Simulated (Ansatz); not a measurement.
TiS in space group R-3m (No. 166; Ti on 3b, Ti on 6c, S on 3a, S on 6c) at seven volumes, the program Ansatz at the LDA level (PAW), shape and atoms relaxed at each. One row is withheld.

```csv
V (Å³/atom),P (GPa)
12.975,17.85
13.403,10.93
13.831,5.02
14.259,0.00
14.686,-4.27
15.114,-7.90
15.542,?
```

Question: Fit the shown pressures and predict the withheld one.

Answer: Third-order Birch–Murnaghan: P = (3/2)B₀(x^(7/2) − x^(5/2))[1 + (3/4)(B′ − 4)(x − 1)] with x = (V₀/V)^(2/3). Least squares on the six rows gives V₀ = 14.259 Å³/atom, B₀ = 154.1 GPa, B′ = 4.34. At V = 15.542, x = 0.9442 and P = -11.02 GPa. The run itself gave -10.97 GPa.

The workflow started from a Materials Project entry (that database holds measured and hypothetical structures alike); the Crystallography Open Database files this formula in space group No. 166, but the cells were not matched. Whether it is the stable phase at ambient conditions was not checked. The LDA relaxation kept the symmetry of its start; whether a distortion lowers the energy is not shown. The run is not spin-polarised.

Potentials: the later of the program's two PAW sets.
